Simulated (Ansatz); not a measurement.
A free-standing Janus 2H monolayer of RuFI at its r2SCAN geometry, run in the PAW code Ansatz at 3 levels of theory. No spin polarisation and no zero-point or thermal motion; the cell was built from a prototype and may be hypothetical.

The LDA input:
```yaml
crystal:
  lattice:
    - [3.636772793, 0.0, 0.0]
    - [-1.8183863965, 3.1495376266, 0.0]
    - [0.0, 0.0, 30.0073011232]
  atoms:
    - { symbol: Ru, position: [0.3333333333, 0.6666666667, 0.3002047089] }
    - { symbol: F, position: [0.6666666667, 0.3333333333, 0.3444501701] }
    - { symbol: I, position: [0.6666666667, 0.3333333333, 0.2551261406] }
  periodic: [true, true, false]
kpoints:
  mp_grid: { grid: [12, 12, 1] }
  band_path:
    path:
      - [0.0, 0.0, 0.0]
      - [0.5, 0.0, 0.0]
      - [0.3333333333, 0.3333333333, 0.0]
      - [0.15625, 0.416667, 0.0]
      - [0.0, 0.401042, 0.0]
      - [0.0833333333, 0.3333333333, 0.0]
    npoints: 1
hamiltonian:
  xc: lda
scf:
  occupations: { method: fixed }
  n_extra_bands: 4
output:
  forces: true
  stress: true
  eigenvalues: true
```

Main results, then, where recorded, the levels near the gap in eV from the Fermi energy (columns number the bands from 0), one row a point of the path (Γ, M, K, (0.156, 0.417, 0), Γ–M (0.80), (0.083, 1/3, 0)):
```
Crystal: 3 atoms, lattice volume = 343.708 Å³
Symmetry: 6 space group operations
Space group: P3m1 (ITA 156)
```
```
Basis set: ecut = 420 eV, 6629 PW (Γ)
k-points: 19 of 144 (time reversal used)
SCF 1 converged in 10 iterations: F = -13904.784551 eV  dr2 = 5.97e-8
Free energy (F): -13904.784551 eV
Fermi energy:    -5.978778 eV
--- Forces (eV/Å), atoms counted from 1 ---
  atom   1  Ru      0.00000      0.00000    -0.31063
  atom   2  F       0.00000      0.00000    -0.37894
  atom   3  I       0.00000      0.00000      0.68950
--- 2D stress c σ (N/m, compression-positive) ---
       -2.644944       0.000000       0.000000
        0.000000      -2.644944       0.000000
        0.000000       0.000000       0.000000
  P = ½ c Tr σ = -2.6449 N/m
```
```tsv
band_15	band_16	band_17	band_18	band_19	band_20	band_21	band_22
-3.176	-2.178	-0.545	-0.409	-0.409	1.773	1.773	2.761
-3.269	-2.305	-1.350	-0.170	-0.157	0.754	1.560	3.925
-3.253	-2.480	-1.405	-0.746	-0.033	1.181	1.470	5.071
-3.339	-2.363	-1.441	-0.511	0.001	1.060	1.301	4.372
-3.312	-2.280	-1.389	-0.178	-0.157	0.751	1.568	4.297
-3.345	-2.270	-1.434	-0.313	-0.052	0.804	1.460	4.619
```

LDA gives an indirect gap of 0.75 eV, from k = (0.156, 0.417, 0) to Γ–M (0.83 of the way from Γ); the least direct gap is 0.86 eV at k = (0.083, 1/3, 0).

Question: Another run on the same cell gave
```
Basis set: ecut = 500 eV, 8809 PW (Γ)
k-points: 19 of 144 (time reversal used)
SCF 1 converged in 9 iterations: F = -14225.847755 eV  dr2 = 7.38e-9
Free energy (F): -14225.847755 eV
Fermi energy:    -6.009386 eV
--- Forces (eV/Å), atoms counted from 1 ---
  atom   1  Ru      0.00000      0.00000      0.00000
  atom   2  F       0.00000      0.00000      0.00014
  atom   3  I       0.00000      0.00000    -0.00005
--- 2D stress c σ (N/m, compression-positive) ---
        0.000175       0.000000       0.000000
        0.000000       0.000175       0.000000
        0.000000       0.000000       0.000000
  P = ½ c Tr σ = 0.0002 N/m
```
```tsv
band_15	band_16	band_17	band_18	band_19	band_20	band_21	band_22
-3.172	-2.214	-0.597	-0.389	-0.389	2.076	2.076	3.479
-3.288	-2.323	-1.388	-0.178	-0.144	1.129	1.883	4.527
-3.251	-2.483	-1.303	-0.850	-0.016	1.441	1.844	5.681
-3.336	-2.378	-1.418	-0.536	0.000	1.416	1.614	4.981
-3.330	-2.302	-1.417	-0.159	-0.154	1.100	1.890	4.921
-3.355	-2.294	-1.446	-0.295	-0.052	1.151	1.777	5.249
```
Which level of theory and mesh gave it?

Answer: It is r2SCAN, on 12×12×1; the blocks that differ from the first input, but for the band path:
```yaml
hamiltonian:
  xc: r2scan
```
r2SCAN gives an indirect gap of 1.10 eV, from M–K (0.50 of the way from M) to Γ–M (0.80 of the way from Γ); the least direct gap is 1.20 eV at k = (0.083, 1/3, 0). The mean stress is close to zero (0.00 N/m).

Question: In the first input these blocks are replaced (the band path and keys that only write files left aside):
```yaml
kpoints:
  mp_grid: { grid: [6, 6, 1] }
hamiltonian:
  xc: hse06
```
What comes out?

Answer:
```
Basis set: ecut = 420 eV, 6629 PW (Γ)
k-points: 7 of 36 (time reversal used)
SCF 1 stopped early in 6 iterations: F = -14197.223744 eV  dr2 = 1.44e-5
Exchange kernel: α = 0.2500, screened, ω = 0.2079 Å⁻¹, Wigner–Seitz truncation, v(0) = 1046.3765 eV·Å³, q-mesh 6×6×1
SCF 2 stopped early in 8 iterations: F = -14203.517739 eV  dr2 = 6.34e-5
hybrid outer 1: dexx = +1.797e-1 eV, tail = 6.70e-4 eV
SCF 3 converged in 8 iterations: F = -14203.518807 eV  dr2 = 1.09e-10
hybrid outer 2: dexx = +1.240e-5 eV, tail = 3.87e-7 eV, Δε = 7.55e-3 eV, ΔF = 7.50e-3 eV/Å
SCF 4 converged in 6 iterations: F = -14203.518809 eV  dr2 = 1.88e-11
hybrid outer 3: dexx = +7.678e-8 eV, tail = 1.36e-9 eV, Δε = 5.84e-4 eV, ΔF = 1.39e-3 eV/Å
Free energy (F): -14203.518809 eV
Fermi energy:    -6.867919 eV
--- Forces (eV/Å), atoms counted from 1 ---
  atom   1  Ru      0.00000      0.00000      0.28974
  atom   2  F       0.00000      0.00000    -0.12774
  atom   3  I       0.00000      0.00000    -0.16195
--- 2D stress c σ (N/m, compression-positive) ---
       -0.133107       0.000000       0.000000
        0.000000      -0.133107       0.000000
        0.000000       0.000000       0.000000
  P = ½ c Tr σ = -0.1331 N/m
```
```tsv
band_15	band_16	band_17	band_18	band_19	band_20	band_21	band_22
-3.077	-2.254	-0.637	-0.286	-0.286	3.251	3.251	4.147
-3.448	-2.252	-1.488	-0.190	-0.126	2.305	3.132	5.455
-3.400	-2.372	-1.187	-1.000	0.000	2.479	3.099	6.571
-3.510	-2.281	-1.459	-0.539	-0.006	2.540	2.814	5.896
-3.502	-2.252	-1.500	-0.139	-0.128	2.228	3.135	5.788
-3.534	-2.240	-1.511	-0.241	-0.049	2.266	2.979	6.007
```
The HSE06 gap is indirect, 2.17 eV (K to Γ–M (0.67 of the way from Γ)), below the direct gap of 2.28 eV at Γ–M (0.67 of the way from Γ). The mean stress, -0.1 N/m, is small, and the program warns that its thresholds are loose for a hybrid's stress.

Small level splittings and stresses of the hybrids carry the error of their coarser meshes.

Totals of different functionals can't be compared.

Spin-orbit coupling is left out, which matters wherever the heavy atoms make up the band edges.

The meshes of the hybrids are coarse, so their gaps aren't converged to the digits shown.

For some runs the program warns that the potential is rough where the density is thin, which bears on empty states near the vacuum.
